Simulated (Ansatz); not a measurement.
Computed properties of Ti

Ti:
```yaml
crystal:
  lattice:
    - [4.45100, 0.00000, 0.00000]
    - [-2.22550, 3.85468, 0.00000]
    - [0.00000, 0.00000, 2.77045]
  atoms:
    - { symbol: Ti, position: [0.00000, 0.00000, 0.00000] }
    - { symbol: Ti, position: [0.33333, 0.66667, 0.50000] }
    - { symbol: Ti, position: [0.66667, 0.33333, 0.50000] }
```

Space group P6/mmm (No. 191); conventional cell a = b = 4.4510 Å, c = 2.7704 Å, α = β = 90.00°, γ = 120.00°.

Method: DFT-LDA in the program Ansatz with PAW potentials. Structure relaxed to zero pressure with the same functional. Other levels are named where they apply.

Cell and energy:

```yaml
volume_per_atom: 15.84 Å³
density: 5.02 g/cm³
```

Electronic structure:

```yaml
electronic_character: metallic (no gap)
Density of states at the Fermi level: 0.91 states/eV per atom (mean over ±0.08 eV)
```

Mechanics:

```yaml
Bulk modulus (Birch–Murnaghan fit): 128 GPa
Pressure derivative B′: 3.5
Elastic constants (relaxed ions, GPa): C11 = 208, C12 = 101, C13 = 66.7, C33 = 264, C44 = 52.2
mechanical_stability: stable (all eigenvalues of C positive)
hill_bulk_and_shear_moduli: 128 and 59.6 GPa
Young's modulus: 155 GPa
Poisson's ratio: 0.30
debye_temperature_from_the_elastic_constants: 456 K
```

Phonons:

```yaml
highest_zone_centre_frequency: 223 cm⁻¹
zone_centre_stability: no imaginary mode at Γ
```

This is a known high-pressure phase of the composition, computed here at zero pressure and temperature. The cell was relaxed with LDA under the symmetry of its start. The run is not spin-polarised. As this level gives no gap, shear constants depend on the k-mesh and smearing (Fermi–Dirac, 0.1 eV here). As this level gives no gap, phonon frequencies hold no LO–TO term and depend on the k-mesh and smearing (Fermi–Dirac, 0.1 eV here). Axis ratios of metals converge slowly with the k-mesh, so a and c are less sure than the volume.

Potentials: the earlier of the program's two PAW sets. The files were generated under PBE; for other functionals the program regenerates the frozen cores, and for LDA and PBEsol the local potential too.
